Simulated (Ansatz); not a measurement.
Starting cell, BN (h-BN type, space group P6_3/mmc):

```xyz
4
Lattice="2.4997 0.0000 0.0000 -1.2499 2.1648 0.0000 0.0000 0.0000 6.5253" Properties=species:S:1:pos:R:3 pbc="T T T"
B      0.0000     1.4432     1.6313
B      1.2499     0.7216     4.8940
N      0.0000     1.4432     4.8940
N      1.2499     0.7216     1.6313
```

In each cell atom 1 (B, nearest neighbour N at 1.443 Å; its periodic images, 2.5 Å or more away, move with it) moves by s·(0.866, -0.500, 0.000) (towards the nearest neighbour), the rest being held.

Calculation: r2SCAN+rVV10 (plane waves to 500 eV, PAW, scalar-relativistic; Ansatz, a program for electronic structure). k mesh 12×12×4 (Γ-centred), Fermi-Dirac smearing 0.05 eV. The energy includes the smearing's −TS. Left out: 1 of 11 points, with atoms too close for the PAW data. BN was relaxed with its symmetry unable to fall. The PAW data are Ansatz's earlier set. The zero of ΔE is the undisplaced structure.

| s (Å) | ΔE (meV/cell) |
|---|---|
| -0.290 | 1236 |
| -0.232 | 863 |
| -0.174 | withheld |
| -0.116 | 250 |
| -0.058 | 67 |
| 0.000 | 0 |
| 0.058 | 75 |
| 0.116 | 321 |
| 0.174 | 771 |
| 0.232 | 1475 |

Task: Fit a polynomial form (powers 2, 3, 4) to the given rows and predict ΔE at s = -0.174.

Result: Least squares on the 9 given rows: ΔE = (21220)·s² + (24570)·s³ + (7518)·s⁴, in meV/cell with s in Å; root-mean-square residual 4.0 meV/cell. At -0.174 the fit gives 520 meV/cell; the calculation gives 525 meV/cell, so the interpolation is off by -5 (-1.0 %). The quadratic term alone would give 642 meV/cell.

(For displaced atoms, the force is minus the slope of the energy, and its curvature is a force constant, which sets phonon frequencies.)
